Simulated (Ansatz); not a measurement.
Ansatz (a program for electronic structure) input:

Ansatz 0.2 input:
```yaml
crystal:
  lattice:
    - [5.0750804186, 0.0, 0.0]
    - [-2.5375402093, 4.3951485687, 0.0]
    - [0.0, 0.0, 3.2617625977]
  atoms:
    - { symbol: Hg, position: [0.3333333333, 0.6666666667, 0.5] }
    - { symbol: Hg, position: [0.6666666667, 0.3333333333, 0.5] }
    - { symbol: Na, position: [0.0, 0.0, 0.0] }
kpoints:
  mp_grid: { grid: [9, 9, 13] }
hamiltonian:
  xc: r2scan
  pseudopotentials: { kind: paw }
scf:
  occupations: { method: gaussian, width: 0.1 }
checkpoint: { read: metal.run }
output: { write_density: true, elf: true, volumetric_format: npy }
basis: { fft_grid_basis: typed }
```

Output (shortened):

```
Pseudopotential: Hg, paw, valence charge 20
Pseudopotential: Na, paw, valence charge 9
Functional definition: r2SCAN
Crystal: 3 atoms, lattice volume = 72.756 Å³
Basis set: ecut = 500 eV, 1775 PW (Γ), exchange–correlation on 160×160×96 points (64 copies of the dense FFT grid, shifted against one another)
Bands: 30, of which v1, the nominal top of the filled ones, is band 25 counted from 1 (24 counted from 0)
Symmetry: 24 space group operations
Space group: P6/mmm (ITA 191), of the structure as read, at distance tolerance 4.2e-5 Å
k-points: 84 of 1053
Stability of the state it starts from, as read at its close in the unpolarized treatment …
iter 1 solved again at ethr=9.69e-9 eV; its pass at ethr=3.10e-3 eV (dr2=4.75e-6 eV) is discarded
SCF iter   1: F=—  HF=-29145.068937 eV  |F-HF|=—  |Δ(HF+E_count)|=         —  Δρ=1.67e-7  dr2=1.51e-11  dr2_τ=3.77e-12  ethr=9.69e-9  ⟨swp⟩=4.5  Hψ=17793  notcnv=0
preconditioner: auto → Kerker (q_TF=auto, 2.554 Å⁻¹)
SCF iter   2: F=-29145.068936 eV  HF=-29145.068936 eV  |F-HF|=1.46e-11  |Δ(HF+E_count)|=   2.48e-7  Δρ=9.16e-8  dr2=6.75e-12  dr2_τ=3.61e-12  ethr=1.00e-12  ⟨swp⟩=5.4  Hψ=7604  notcnv=0
SCF 1 converged in 2 iterations: F = -29145.068936 eV  dr2 = 6.75e-12
SCF converged after 2 iterations
Free energy (F): -29145.068936 eV
Harris-Foulkes:  -29145.068936 eV  (|F-HF|=1.46e-11)
Internal energy: -29145.065025 eV  (E = F + TS)
E sigma→0 (E₀):  -29145.066981 eV
Entropy (-TS):   -0.003912 eV (-1.304 meV/atom)
Fermi energy:    10.864671 eV
--- Per-component energies (eV) ---
  E_band       = -1155.041961
  E_kinetic    = 1330.041963
  E_local      = -6988.201019  (includes V_loc(G=0)·N_el)
  E_nonlocal   = 261.480509
  E_hartree    = 2903.615585
  E_xc         = -454.271029
  E_vxc        = -637.269625  (∫ρ·V_xc dr)
  E_paw        = -20210.008050  (= ΣΔE_a)
  E_vpaw       = -974.096957  (= ΣTr[D̂ρ^β])
  E_aug_tail   = 0.000779  (compensation charges beyond the density's cutoff)
  E_vtau       = 45.771232  (kinetic-family band-sum trace: ∫τ·v_τ [+ j·A + Jᵃ·Aᵃ] dr)
  E_ewald      = -5987.399639
  E_core_change = -0.324123  (= ΣΔE_core)
  E_smearing   = -0.003912  (= −TS)
  E_closure    =  0.000000  (closes the sum)
  Σ components = -29145.068936   (vs F -29145.068936, Δ=0.00e0)
  [band-id]    e_kinetic+e_local+e_nonlocal+2·e_hartree+e_vxc+e_vpaw+e_augmentation_tail+e_vtau = -1155.041949   (vs E_band -1155.041961, Δ=1.21e-5)
--- Band table (eV; the first three rows and the last of 84) ---
  k-point 0: bands = ["-106.7548", "-106.7514", "-54.5981", "-54.5981", "-54.5494", "-54.5494", "-54.5436", "-54.5354", "-44.3611", "-14.7715", "-14.7693", "-14.7693", "2.2936", "2.6632", "3.1070", "3.1070", "3.1415", "3.3833", "3.3833", "3.4844", "3.4844", …
  k-point 1: bands = ["-106.7548", "-106.7514", "-54.5980", "-54.5980", "-54.5494", "-54.5494", "-54.5446", "-54.5363", "-44.3609", "-14.7754", "-14.7689", "-14.7689", "2.3207", "2.7743", "3.1081", "3.1081", "3.2151", "3.3886", "3.3886", "3.4477", "3.4477", …
  k-point 2: bands = ["-106.7547", "-106.7514", "-54.5978", "-54.5978", "-54.5492", "-54.5492", "-54.5472", "-54.5389", "-44.3603", "-14.7861", "-14.7676", "-14.7676", "2.3814", "3.1078", "3.1078", "3.1216", "3.3525", "3.3525", "3.4035", "3.4035", "3.4234", …
  k-point 83: bands = ["-106.7528", "-106.7528", "-54.6011", "-54.5726", "-54.5726", "-54.5558", "-54.5558", "-54.5441", "-44.3576", "-14.8375", "-14.7619", "-14.7619", "2.5198", "2.6578", "2.9255", "2.9255", "3.1715", "3.1715", "3.8052", "4.2356", "4.2356", …
```

Cost: about 13 core-seconds (a rough figure) on shared cores.

The workflow started from an entry of the Crystallography Open Database (COD). Whether it is the stable phase at ambient conditions was not checked. The r²SCAN relaxation kept the symmetry of its start; its stability against distortions is not shown here. Spin–orbit coupling is left out wherever it is not named.

Potentials: the later of the program's two PAW sets.

Ansatz is a plane-wave DFT program.
